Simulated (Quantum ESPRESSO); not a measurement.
```cif
data_Al2Cl2O2
_chemical_formula_sum 'O2 Al2 Cl2'
_space_group_name_H-M_alt 'Pmmn :1'
_space_group_IT_number 59
_space_group_name_Hall 'P 2 2ab -1ab'
_cell_length_a 3.14730
_cell_length_b 3.63328
_cell_length_c 7.84507
_cell_angle_alpha 90.000
_cell_angle_beta 90.000
_cell_angle_gamma 90.000
loop_
_space_group_symop_operation_xyz
  'x, y, z'
  '-x, -y, z'
  'x+1/2, -y+1/2, -z'
  '-x+1/2, y+1/2, -z'
  '-x+1/2, -y+1/2, -z'
  'x+1/2, y+1/2, -z'
  '-x, y, z'
  'x, -y, z'
loop_
_atom_site_label
_atom_site_type_symbol
_atom_site_symmetry_multiplicity
_atom_site_Wyckoff_symbol
_atom_site_fract_x
_atom_site_fract_y
_atom_site_fract_z
_atom_site_occupancy
O1 O 2 a 0.00000 0.00000 0.04981 1
Al1 Al 2 b 0.00000 0.50000 0.10544 1
Cl1 Cl 2 a 0.00000 0.00000 0.68063 1
```

Cell and atoms were relaxed with PBE+D3(BJ) from Materials Project entry mp-27863, within its symmetry.

**Question.** What does PBEsol (Quantum ESPRESSO, PseudoDojo norm-conserving, 84 Ry, without SOC) give for the electronic structure near the Fermi level?

**Answer.** The PBEsol gap is indirect, 5.64 eV, from 83 % of the way from Z to U to Γ; the smallest direct gap is 5.87 eV. 

Letters of k points follow the standard setting of the lattice, whose axes may be ordered differently from the printed cell.
